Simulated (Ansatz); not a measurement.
Below is a relaxed structure of Hf₄Cl. The cell was found from a structure generator's guess, not taken from experiment.

Theory: DFT PBE, scalar-relativistic, plane waves, PAW (Ansatz 0.2.0). Cutoff 420 eV, Γ-centred mesh, Gaussian smearing, no spin polarisation.

```
CELL_PARAMETERS angstrom
4.76360 0.00000 0.00000
0.00000 4.76360 0.00000
0.00000 0.00000 4.76360
ATOMIC_POSITIONS crystal
Hf 0.50000 0.00000 0.00000
Hf 0.00000 0.50000 0.00000
Hf 0.00000 0.00000 0.50000
Hf 0.50000 0.50000 0.50000
Cl 0.00000 0.00000 0.00000
```

Formation energies are uncorrected and refer to the elements' standard structures at the same level (Cl₂ as a molecule).

Question: What space group does it have?

Answer: Pm-3m (No. 221). Conventional cell: a = 4.764 Å. Hf on a site of symmetry 4/mmm is surrounded by 2 Cl at 2.38 Å and 12 Hf at 3.37 Å; around Hf on a site of symmetry m-3m lie 12 Hf at 3.37 Å; Cl is surrounded by 6 Hf at 2.38 Å.

Question: How far does it lie from the elements in energy?

Answer: +0.03 eV/atom. The formation energy is too near zero to say whether this cell lies below the elements.

Question: Is it a metal?

Answer: Yes, bands cross the Fermi level on the 8×8×8 mesh.

The last run used an 8×8×8 mesh for its 5-atom cell and Gaussian smearing of 0.10 eV. For metals, differences of a few meV/atom aren't resolved. Spin–orbit coupling, which can matter for Hf, is left out. Symmetry constrained the relaxation, so the result can be a saddle point.
